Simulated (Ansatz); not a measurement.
**Zone-centre modes in Au**

Computed with DFT PBE, scalar-relativistic, plane waves, PAW in Ansatz 0.2.0. The runs took a 420 eV cutoff, a Γ-centred 24×24×24 mesh and Gaussian smearing (0.15 eV). Spin–orbit coupling is left out, which can shift energies with elements as heavy as these. No spin polarisation.

Zero of the scan (relaxed at this level):

```
Au
1.0
     0.00000   -2.07904   -2.07904
    -2.07904    0.00000   -2.07904
     2.07904    2.07904   -4.15808
Au
2
Direct
  0.50000 0.50000 0.50000
  0.00000 0.00000 0.00000
```

Harmonic modes by finite displacements of 0.02 Å, without the LO–TO term. The cell doubles the primitive one, so its zone centre also holds the primitive cell's point q = (0, 0, 1/2).

(1) At this geometry, is the structure stable against these modes?

(2) List the wavenumbers in cm⁻¹.

## Answers

(1) Yes: no mode is imaginary beyond 10 cm⁻¹, and only the three translations lie near zero.

(2) 0, 0, 0, 53, 53, 137.

Cost: 1 run of about 4 core-minutes, on Intel Xeon Platinum 8259CL (Skylake/Cascade Lake) (shared hosts).